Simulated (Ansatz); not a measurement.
**Structure relaxation, TiB2**

The start is a generated cell, TiB2 placed in the AFLOW prototype A2B_tI12_141_e_a (C5, as in TiO2). The cell and all atomic positions are relaxed at zero pressure with PBEsol (plane waves to 420 eV, PAW, scalar-relativistic; Ansatz, a program for electronic structure). The first steps use a coarse 9×9×9 k-mesh.

Starting cell:
```
CELL_PARAMETERS angstrom
     -1.77495     1.77495     4.46154
      1.77495    -1.77495     4.46154
      1.77495     1.77495    -4.46154
ATOMIC_POSITIONS crystal
  B  0.33306 0.33306 0.00000
  B  0.41694 0.91694 0.50000
  B  0.66694 0.66694 0.00000
  B  0.08306 0.58306 0.50000
  Ti 0.75000 0.25000 0.50000
  Ti 0.00000 0.00000 0.00000
```

What pressure does the first self-consistent step give?

+36 GPa (positive: the cell is compressed).

Which atoms feel the largest initial force, and how large is it?

About 5.6 eV/Å, on B1, B2, B3, B4 (atoms numbered as listed).

How does the volume per atom move from start to end?

-11.2 %, from 9.37 to 8.32 Å³/atom.

How do the shortest distances between atoms change?

The closest pairs of elements (up to four, under 3.6 Å), start → end: B–B 1.93 → 1.74 Å; B–Ti 1.92 → 2.33 Å; Ti–Ti 2.85 → 3.04 Å.

Is the relaxed structure metallic? Give its gap.

Zero (metallic).

Write out the relaxed structure.


Space group I4₁/amd, origin choice 1 (No. 141); a = 3.086 Å, b = 3.086 Å, c = 10.486 Å, α = 90.00°, β = 90.00°, γ = 90.00°

```json
[
 {"atom": "B", "site": "8e", "symmetry": "2mm.", "x": "0.0000", "y": "0.0000", "z": "0.4169"},
 {"atom": "Ti", "site": "4a", "symmetry": "-4m2", "x": "0.0000", "y": "0.0000", "z": "0.0000"}
]
```
(The calculation used a cell of 6 atoms; values per cell refer to that cell.)

The space group stays I4₁/amd (No. 141) (the run could not lower it), with 6 atoms in the primitive cell. Final values are on a 20×20×20 k-mesh of the relaxed cell. No spin polarisation in the result.

The run could not lose the symmetry of its start; a randomly shaken copy of 12 atoms returns to this structure.

The relaxed structure here is a generated cell of TiB2: the first start was made by placing the elements on the sites of a structure type, and the end was not matched to a known phase here, so it may be hypothetical. Known forms of TiB2 include space group No. 191.
